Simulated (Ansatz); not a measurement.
A geometry of Fe away from equilibrium: step 2 of the relaxation of a relaxed Fe cell, doubled along one cell vector, shaken by Gaussian noise of σ = 0.08 Å a coordinate. These are PBE (plane waves to 420 eV, PAW, scalar-relativistic; Ansatz, an electronic-structure program) values and carry that method's errors. Γ-centred k-mesh 16×16×8 on the run's cell (coarser than for final values), Fermi–Dirac smearing 0.05 eV.

```
CELL_PARAMETERS angstrom
     -1.41285     1.41195     1.42003
      1.40554    -1.41846     1.41922
      2.83125     2.84246    -2.85308
ATOMIC_POSITIONS crystal
  Fe 0.02117 0.98066 0.00065
  Fe 0.02644 0.02940 0.51466
```
Spin-polarised start, with parallel moments on Fe.

Task: Which atoms carry the largest force, and which way does it point?

Result: 0.68 eV/Å, on Fe1, Fe2 (atoms numbered as listed); on Fe1 its components are (0.62, 0.21, 0.18).

Task: What is the pressure?

Result: +0.9 GPa, compression positive.

Spin state reached: ferromagnetic (net 2.17 μB/atom), from parallel starting moments; other spin orders were not run from this start.

The run could not lose the symmetry of its start.
